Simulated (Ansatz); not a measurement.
A geometry of Sn away from equilibrium: the start of the relaxation of a generated trial cell of Sn in the lonsdaleite structure type. All values below come from PBEsol (plane waves to 420 eV, PAW, scalar-relativistic; Ansatz, a program for electronic structure). Γ-centred k-mesh 9×9×5 on the run's cell (coarser than for final values), Fermi–Dirac smearing 0.05 eV.

```xyz
4
Lattice="4.3205 0.0000 0.0000 -2.1603 3.7417 0.0000 0.0000 0.0000 7.2061" Properties=species:S:1:pos:R:3:forces:R:3 pbc="T T T" free_energy=-23798.474 pressure_GPa=11.9
Sn     0.0000     2.4945     0.4320    0.0000    0.0000    0.7094
Sn     2.1603     1.2472     4.0350    0.0000    0.0000    0.7094
Sn     2.1603     1.2472     6.7740    0.0000    0.0000   -0.7094
Sn     0.0000     2.4945     3.1710    0.0000    0.0000   -0.7094
```

Positions in Å, forces in eV/Å, free energy of the cell in eV (comparable only within this code, potentials and settings). Largest force: 0.71 eV/Å, on Sn1, Sn2, Sn3, Sn4 (atoms numbered as listed); the geometry lies 0.19 eV/atom above the end of its relaxation.

No spin polarisation in the result.

The run could not lose the symmetry of its start, so the end can be a saddle point.

The end of the path is a generated cell of Sn: the first start was made by placing the elements on the sites of a structure type, and the end was not matched to a known phase here, so it may be hypothetical. Known forms of Sn include space group No. 141, 227.
